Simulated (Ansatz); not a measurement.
ZnSnN2 in space group R-3m (No. 166; Zn on 3a, Sn on 3b, N on 6c), PBEsol in the plane-wave PAW code Ansatz. The conduction-band minimum lies at F, with 3 equivalent valleys. Second derivatives d²E/dk² of the lowest band at one valley (eV·Å²), along Cartesian directions:

```csv
direction,d²E/dk²
[100],23.61
[010],29.61
[001],21.95
[110],21.41
[101],15.02
[011],21.30
```

### Question
Find the principal effective masses, the density-of-states mass and the conductivity mass.

### Answer
Off-diagonal terms follow from H_xy = H[110] − (H_xx + H_yy)/2, and m*/mₑ = 7.620 eV·Å² over each eigenvalue: 0.23, 0.25, 0.62. One valley's DOS mass (m₁m₂m₃)^(1/3) = 0.33, conductivity mass 3/(Σ 1/mᵢ) = 0.30 mₑ.

### Question
What effective density of states Nc follows at 300 K for parabolic valleys?

### Answer
Nc = 2.509e19 × 3 × (0.33)^(3/2) ≈ 1.4e19 cm⁻³.

The start of the workflow was typed in or built on a structure type; neither database checked (COD, Materials Project) lists it. Its standing as an ambient phase is unchecked. The cell was relaxed with PBEsol under the symmetry of its start. At this level the phase is mechanically unstable. Its formation energy is positive at this level, so the cell may be metastable or incomplete. Spin–orbit coupling is left out wherever it is not named.

Potentials: the later of the program's two PAW sets.

Edges and masses are those of Kohn–Sham bands, whose gap is no quasiparticle gap.
